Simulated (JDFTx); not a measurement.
Part of a log of JDFTx (a modified build) for boron monoxide dimer, B2O2 (SMILES O=BB=O), charge 0, multiplicity 1 (PBEsol, GBRV ultrasoft potentials, plane waves to 20/100 Ha):

```
unit cell volume = 5511.7
Chosen fftbox size, S = [  108  72  72  ]
unit cell volume = 5511.7
Chosen fftbox size, S = [  96  64  64  ]
  'O' pseudopotential, 'SLA  PW   PSX  PSC' functional
  6 valence electrons, 2 orbitals, 5 projectors, 737 radial grid points, with lMax = 2
  'B' pseudopotential, 'SLA  PW   PSX  PSC' functional
  3 valence electrons, 2 orbitals, 4 projectors, 781 radial grid points, with lMax = 1
Initialized 2 species with 4 total atoms.
Folded 1 k-points by 1x1x1 to 1 k-points.
nElectrons:  18.000000   nBands: 9   nStates: 1
average nbasis = 23605.000 , ideal nbasis = 23546.412
Correction to mu due to finite nuclear width = -0.00324031
   Cavity determined by nc: 0.00142 and sigma: 0.707107
   Nonlocal vdW cavity from gaussian model electron density with norm = 8 and sigma = 0.993594 bohr
   Charge asymmetry in cavity with sensitivity pCavity = 36.5 e-bohr/Eh
   Electrostatic cavity expanded by eta = 1.46 bohrs
   Weighted density cavitation model constrained by Nbulk: 0.0049383 bohr^-3, Pvap: 3.14029 kPa, Rvdw: 2.61727 bohr and sigmaBulk: 4.62e-05 Eh/bohr^2 at T: 298 K.
   Weighted density dispersion model using vdW pair potentials with single solvent site with sqrtC6eff: 0.77 SI.
[...]
	Linear fluid (dielectric constant: 78.4, screening length: 8.12261 Bohr) occupying 0.783417 of unit cell:	Completed after 15 iterations
[... later lines of the fluid solver are left out ...]
ElecMinimize: Iter:   0  Etot: -37.798756277258249  |grad|_K:  1.049e-04  alpha:  1.000e+00
ElecMinimize: Iter:   1  Etot: -37.800978622314943  |grad|_K:  7.642e-05  alpha:  9.513e-01  linmin: -4.203e-03
[... lines cut ...]
ElecMinimize: Iter:   7  Etot: -37.802256496157227  |grad|_K:  1.436e-06  alpha:  7.632e-01  linmin:  5.437e-03
ElecMinimize: Iter:   8  Etot: -37.802256821072739  |grad|_K:  7.101e-07  alpha:  7.450e-01  linmin: -1.260e-02
ElecMinimize: Iter:   9  Etot: -37.802256888697499  |grad|_K:  4.147e-07  alpha:  6.203e-01  linmin:  4.034e-02
ElecMinimize: Iter:  10  Etot: -37.802256906992838  |grad|_K:  1.645e-07  alpha:  5.373e-01  linmin: -1.066e-01
ElecMinimize: Converged (|Delta Etot|<1.000000e-07 for 2 iters).

# Energy components:
   A_diel =       -0.0158619564193017
   Eewald =        5.9644082713027995
       EH =       37.6108480410600450
     Eloc =      -95.7139533062881043
      Enl =        5.2783303640412527
      Exc =       -9.9810333027175879
 Exc_core =        0.7868140429161053
       KE =       18.2681909391119603
-------------------------------------
     Etot =      -37.8022569069928380


	eMin: -0.922534 at state 0 ( [ +0.000000 +0.000000 +0.000000 ] spin 0 )
	HOMO: -0.334423 at state 0 ( [ +0.000000 +0.000000 +0.000000 ] spin 0 )
```

### Question
Which solvation model was used?
A. SCCS (g09 parameters)
B. SCCS (anion parameters)
C. CANDLE
D. SCCS (g03 parameters)

### Answer
C, CANDLE. The liquid was water (dielectric constant 78.4), 0.5 M NaCl.
